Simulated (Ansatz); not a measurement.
CeO₂:
```xyz
3
Lattice="0.0000 2.6990 2.6990 2.6990 0.0000 2.6990 2.6990 2.6990 0.0000" Properties=species:S:1:pos:R:3 pbc="T T T"
Ce     0.0000     0.0000     0.0000
O      1.3495     1.3495     1.3495
O      4.0485     4.0485     4.0485
```

Tensor components refer to the Cartesian frame of this cell.

Give the high-frequency dielectric tensor and the Born effective charge tensors of the independent atoms from DFPT, DFT-PBEsol in the program Ansatz with PAW potentials.


ε∞:
```
7.77  0.00  0.00
0.00  7.77  0.00
0.00  0.00  7.77
```
Z* of atom 1 (Ce), rows: field, columns: displacement, in e:
```
5.77  0.00  0.00
0.00  5.77  0.00
0.00  0.00  5.77
```
Z* of atom 2 (O), rows: field, columns: displacement, in e:
```
-2.88   0.00   0.00
 0.00  -2.88   0.00
 0.00   0.00  -2.88
```

Space group Fm-3m (fluorite). The PBEsol relaxation kept the symmetry of its start. No spin polarisation was allowed. The 4f shell is in the valence. No Hubbard U is applied. Scalar-relativistic: spin–orbit coupling is off unless named, which matters more the heavier the elements.

Potentials: the later of the program's two PAW sets.
